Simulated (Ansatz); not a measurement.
Space group Pmmn:1 (No. 59). a = 3.192 Å, b = 3.861 Å, c = 8.023 Å, α = 90.00°, β = 90.00°, γ = 90.00°
```json
{"atom": "Cr", "site": "2a", "symmetry": "mm2", "x": "0.0000", "y": "0.0000", "z": "0.1048"}
{"atom": "Cl", "site": "2b", "symmetry": "mm2", "x": "0.0000", "y": "0.5000", "z": "0.6843"}
{"atom": "O", "site": "2b", "symmetry": "mm2", "x": "0.5000", "y": "0.0000", "z": "0.9486"}
```

Equation of state of this CrClO structure (not necessarily the ground state), with shape and atoms relaxed at each volume where symmetry leaves them free. Level of theory: DFT r2SCAN, scalar-relativistic, plane waves, PAW in Ansatz.

Settings: cutoff 500 eV, Γ-centred mesh 8×8×4 on the computed 6-atom cell, Gaussian smearing of 0.02 eV; collinear spin.

```json
{"V (Å³/atom)": "15.490", "E − E(largest V) (meV/atom)": "2.67", "P (GPa)": "1.69", "gap on mesh (eV)": "1.59"}
{"V (Å³/atom)": "15.984", "E − E(largest V) (meV/atom)": "-0.79", "P (GPa)": "0.62", "gap on mesh (eV)": "1.60"}
{"V (Å³/atom)": "16.479", "E − E(largest V) (meV/atom)": "-1.66", "P (GPa)": "0.00", "gap on mesh (eV)": "1.61"}
{"V (Å³/atom)": "16.973", "E − E(largest V) (meV/atom)": "-1.12", "P (GPa)": "-0.25", "gap on mesh (eV)": "1.62"}
{"V (Å³/atom)": "17.467", "E − E(largest V) (meV/atom)": "0.00", "P (GPa)": "-0.40", "gap on mesh (eV)": "1.62"}
```

**Question.** Fit a third-order Birch–Murnaghan equation to E(V).

**Answer.** V0 = 16.48 Å³/atom, B0 = 15 GPa, B0' = 22.3. B0' is unusual or poorly fixed by this range.

The state reached may not be the lowest one. Moments started parallel, and an antiferromagnetic order may lie lower. The cell holds layers, and where no dispersion correction was added their binding is poorly described.

Cost: 5 runs of about 32 core-minutes in all, on Arm Neoverse V2 (shared hosts).